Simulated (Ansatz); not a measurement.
Harmonic vibrational thermodynamics of YN (rock salt, Fm-3m) at fixed volume, PBEsol (plane waves, PAW; program Ansatz). The rows extrapolate the 0 K crystal and know nothing of melting or changes of phase.

| T (K) | F_vib (meV/atom) | S (J/K per mol of atoms) | C_V (J/K per mol of atoms) |
|---|---|---|---|
| 50 | 54.3 | 0.8 | 2.5 |
| 100 | 53.0 | 4.5 | 8.9 |
| 200 | 43.5 | 13.7 | 17.3 |
| 300 | (withheld) | (withheld) | 20.9 |
| 400 | -0.5 | 27.7 | 22.5 |
| 600 | (withheld) | 37.1 | (withheld) |
| 800 | -152.7 | (withheld) | (withheld) |
| 1000 | -249.9 | 49.5 | 24.5 |

### Question
Some entries are withheld; supply them.

### Answer

- 300, F_vib (meV/atom): 25.1
- 300, S (J/K per mol of atoms): 21.5
- 600, C_V (J/K per mol of atoms): 23.8
- 600, F_vib (meV/atom): -68.3
- 800, S (J/K per mol of atoms): 44.0
- 800, C_V (J/K per mol of atoms): 24.3

Symmetry was held in the PBEsol relaxation; phonons on a q-mesh show no instability. No spin polarisation was allowed.

Potentials: the later of the program's two PAW sets.
